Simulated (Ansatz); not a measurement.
NiAgO2:
```yaml
crystal:
  lattice:
    - [5.13107, 0.00000, 0.00000]
    - [-2.56554, 4.44364, 0.00000]
    - [0.00000, 0.00000, 12.31765]
  atoms:
    - { symbol: Ni, position: [0.66667, 0.33333, 0.50000] }
    - { symbol: Ni, position: [0.66667, 0.33333, 0.00000] }
    - { symbol: Ag, position: [0.00000, 0.33314, 0.75000] }
    - { symbol: Ag, position: [0.00000, 0.66686, 0.25000] }
    - { symbol: O, position: [0.00000, 0.66749, 0.42149] }
    - { symbol: O, position: [0.00000, 0.33251, 0.57851] }
    - { symbol: O, position: [0.00000, 0.33251, 0.92149] }
    - { symbol: O, position: [0.00000, 0.66749, 0.07851] }
    - { symbol: Ni, position: [0.00000, 0.00000, 0.50000] }
    - { symbol: Ni, position: [0.00000, 0.00000, 0.00000] }
    - { symbol: Ag, position: [0.33314, 0.00000, 0.75000] }
    - { symbol: Ag, position: [0.33314, 0.33314, 0.25000] }
    - { symbol: O, position: [0.33251, 0.33251, 0.42149] }
    - { symbol: O, position: [0.33251, 0.00000, 0.57851] }
    - { symbol: O, position: [0.33251, 0.00000, 0.92149] }
    - { symbol: O, position: [0.33251, 0.33251, 0.07851] }
    - { symbol: Ni, position: [0.33333, 0.66667, 0.50000] }
    - { symbol: Ni, position: [0.33333, 0.66667, 0.00000] }
    - { symbol: Ag, position: [0.66686, 0.66686, 0.75000] }
    - { symbol: Ag, position: [0.66686, 0.00000, 0.25000] }
    - { symbol: O, position: [0.66749, 0.00000, 0.42149] }
    - { symbol: O, position: [0.66749, 0.66749, 0.57851] }
    - { symbol: O, position: [0.66749, 0.66749, 0.92149] }
    - { symbol: O, position: [0.66749, 0.00000, 0.07851] }
```
The run is spin-polarised; directions of the spins, atom by atom: ↑ ↑ 0 0 0 0 0 0 ↑ ↑ 0 0 0 0 0 0 ↑ ↑ 0 0 0 0 0 0.

Relaxed with PBE. Special points in fractions of this cell's reciprocal vectors: Γ (0.000, 0.000, 0.000); M (0.500, 0.000, 0.000); K (0.333, 0.333, 0.000); A (0.000, 0.000, 0.500); L (0.500, 0.000, 0.500); H (0.333, 0.333, 0.500).

### Question
List the band energies nearest the Fermi level at these points for plane-wave PAW PBE (Ansatz code).

### Answer
In eV from the Fermi level; about four levels below and three above (degenerate sets whole), none deeper than 8.9 eV; points with the same levels are listed once.

```csv
k,below,above
Γ ↑,-0.05 -0.05 -0.01 -0.01,0.01 0.01 0.53 0.53
M ↑,-0.23 -0.21 -0.18 -0.16,0.21 0.21 0.24
K ↑,-1.19 -1.19 -0.34 -0.33 -0.33,0.32 0.34 0.34
A ↑,-0.26 -0.26 -0.26 -0.26,0.15 0.15 0.15 0.15
L ↑,-0.46 -0.46 -0.45 -0.45,0.03 0.03 0.05 0.05
H ↑,-0.74 -0.74 -0.74 -0.74,0.42 0.42 0.44 0.44 0.44 0.44
Γ ↓,-0.87 -0.87 -0.84 -0.84,0.84 0.84 0.89 0.89
M ↓,-1.11 -1.07 -1.06 -1.05,0.22 0.28 0.61
K ↓,-1.14 -1.14 -0.18 -0.18 -0.13,0.67 0.67 0.71
A ↓,-0.83 -0.83 -0.83 -0.83,0.78 0.78 0.78 0.78
L ↓,-1.11 -1.11 -1.10 -1.10,0.41 0.41 0.45 0.45
H ↓,-1.22 -1.22 -1.22 -1.22,0.19 0.19 0.19 0.19
```

Space group P6_3/mmc. The start of the workflow was typed in or built on a structure type; the Crystallography Open Database copy checked does not list it. COD files the formula under space group No. 166. Its standing as an ambient phase is unchecked. Symmetry was held in the PBE relaxation; whether a distortion lowers the energy is not shown. The final state is ferromagnetic, the only order run, not a proven ground state. The program gave a warning on the electronic state, which may not be the lowest. No Hubbard U is applied. The compound may be a true metal, but semilocal functionals without U, or a wrong spin order, can also close a gap. Point labels and valley counts follow the cell and symmetry of the run, lower than the named group. Scalar-relativistic: spin–orbit coupling is off unless named, which matters more the heavier the elements.

Potentials: the later of the program's two PAW sets.
